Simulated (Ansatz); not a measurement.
Input, command and steps of an Ansatz relaxation.

```yaml
crystal:
  lattice:
    - [1.1943670335, 0.6895681283, 13.7371189286]
    - [-1.1943670335, 0.6895681283, 13.7371189286]
    - [0.0, -1.3791362566, 13.7371189286]
  atoms:
    - { symbol: C, position: [0.0177767034, 0.0177767034, 0.0177767034] }
    - { symbol: C, position: [0.9822232966, 0.9822232966, 0.9822232966] }
    - { symbol: C, position: [0.1726078591, 0.1726078591, 0.1726078591] }
    - { symbol: C, position: [0.8273921409, 0.8273921409, 0.8273921409] }
    - { symbol: C, position: [0.2081347364, 0.2081347364, 0.2081347364] }
    - { symbol: C, position: [0.7918652636, 0.7918652636, 0.7918652636] }
    - { symbol: C, position: [0.2681496047, 0.2681496047, 0.2681496047] }
    - { symbol: C, position: [0.7318503953, 0.7318503953, 0.7318503953] }
    - { symbol: C, position: [0.3036790745, 0.3036790745, 0.3036790745] }
    - { symbol: C, position: [0.6963209255, 0.6963209255, 0.6963209255] }
    - { symbol: C, position: [0.4104944147, 0.4104944147, 0.4104944147] }
    - { symbol: C, position: [0.5895055853, 0.5895055853, 0.5895055853] }
    - { symbol: C, position: [0.4465538854, 0.4465538854, 0.4465538854] }
    - { symbol: C, position: [0.5534461146, 0.5534461146, 0.5534461146] }
basis:
  ecutwfc: 420
kpoints:
  mp_grid: { grid: [12, 12, 12] }
hamiltonian:
  xc: lda
scf:
  occupations: { method: gaussian, width: 0.02 }
output:
  forces: true
  stress: true
  eigenvalues: true
relax:
  adjacent_minimum: "off"
  f_tol: 0.01
  max_steps: 30
  cell: { stress_tol: 0.1, fix: [volume] }
```

```bash
ansatz run input.yaml --threads 4 --pin off --max-ram 10240MiB --backend cpu --events-out ev --progress --plain --runs-dir out
```

Method: Ansatz 0.2.0, DFT LDA, scalar-relativistic, plane waves, PAW.

The volume is held at 0.88 times that of the relaxed cell.

Of 4 frames 3 are shown, positions in Å and forces in eV/Å; the SCF threshold varies from step to step. Steps run on the plane waves of an earlier cell, with a Pulay correction in the pressure. The basis is chosen afresh for the last frame, the zero of the energies, and at times for earlier ones too; energy and pressure can step there, also at an unchanged geometry. Where two frames share a geometry here, they differ by under 2 meV/atom and 0.3 GPa.

```xyz
14
Lattice="1.1944 0.6896 13.7371 -1.1944 0.6896 13.7371 0.0000 -1.3791 13.7371" Properties=species:S:1:pos:R:3:forces:R:3 pbc="T T T" step=1 free_energy_over_end_meV_per_atom=0.00 pressure_GPa=75.28
C     0.0000    0.0000    0.7326    0.0000    0.0000   -0.0043
C     0.0000    0.0000   40.4788    0.0000    0.0000    0.0043
C     0.0000    0.0000    7.1134    0.0000    0.0000    0.0028
C     0.0000    0.0000   34.0980    0.0000    0.0000   -0.0028
C     0.0000    0.0000    8.5775    0.0000    0.0000   -0.0174
C     0.0000    0.0000   32.6338    0.0000    0.0000    0.0174
C     0.0000    0.0000   11.0508    0.0000    0.0000    0.0175
C     0.0000    0.0000   30.1605    0.0000    0.0000   -0.0175
C     0.0000    0.0000   12.5150    0.0000    0.0000   -0.0028
C     0.0000    0.0000   28.6963    0.0000    0.0000    0.0028
C     0.0000    0.0000   16.9170    0.0000    0.0000    0.0376
C     0.0000    0.0000   24.2943    0.0000    0.0000   -0.0376
C     0.0000    0.0000   18.4031    0.0000    0.0000   -0.0378
C     0.0000    0.0000   22.8083    0.0000    0.0000    0.0378
14
Lattice="1.1943 0.6895 13.7383 -1.1943 0.6895 13.7383 0.0000 -1.3791 13.7383" Properties=species:S:1:pos:R:3:forces:R:3 pbc="T T T" step=2 free_energy_over_end_meV_per_atom=0.00 pressure_GPa=75.28
C     0.0000    0.0000    0.7326    0.0000    0.0000   -0.0010
C     0.0000    0.0000   40.4823    0.0000    0.0000    0.0010
C     0.0000    0.0000    7.1140    0.0000    0.0000    0.0018
C     0.0000    0.0000   34.1008    0.0000    0.0000   -0.0018
C     0.0000    0.0000    8.5782    0.0000    0.0000   -0.0081
C     0.0000    0.0000   32.6367    0.0000    0.0000    0.0081
C     0.0000    0.0000   11.0518    0.0000    0.0000    0.0083
C     0.0000    0.0000   30.1630    0.0000    0.0000   -0.0083
C     0.0000    0.0000   12.5161    0.0000    0.0000   -0.0023
C     0.0000    0.0000   28.6988    0.0000    0.0000    0.0023
C     0.0000    0.0000   16.9187    0.0000    0.0000    0.0179
C     0.0000    0.0000   24.2962    0.0000    0.0000   -0.0179
C     0.0000    0.0000   18.4044    0.0000    0.0000   -0.0179
C     0.0000    0.0000   22.8105    0.0000    0.0000    0.0179
14
Lattice="1.1944 0.6896 13.7374 -1.1944 0.6896 13.7374 0.0000 -1.3791 13.7374" Properties=species:S:1:pos:R:3:forces:R:3 pbc="T T T" step=4 free_energy_over_end_meV_per_atom=0.00 pressure_GPa=75.28
C     0.0000    0.0000    0.7326    0.0000    0.0000    0.0004
C     0.0000    0.0000   40.4795    0.0000    0.0000   -0.0004
C     0.0000    0.0000    7.1136    0.0000    0.0000   -0.0010
C     0.0000    0.0000   34.0985    0.0000    0.0000    0.0010
C     0.0000    0.0000    8.5776    0.0000    0.0000    0.0001
C     0.0000    0.0000   32.6345    0.0000    0.0000   -0.0001
C     0.0000    0.0000   11.0511    0.0000    0.0000   -0.0002
C     0.0000    0.0000   30.1610    0.0000    0.0000    0.0002
C     0.0000    0.0000   12.5152    0.0000    0.0000    0.0017
C     0.0000    0.0000   28.6969    0.0000    0.0000   -0.0017
C     0.0000    0.0000   16.9178    0.0000    0.0000   -0.0041
C     0.0000    0.0000   24.2942    0.0000    0.0000    0.0041
C     0.0000    0.0000   18.4029    0.0000    0.0000    0.0042
C     0.0000    0.0000   22.8092    0.0000    0.0000   -0.0042
```

It took 16 s on 4 threads of Intel(R) Xeon(R) 6975P-C (Granite Rapids) (shared host), peak memory 0.71 GiB.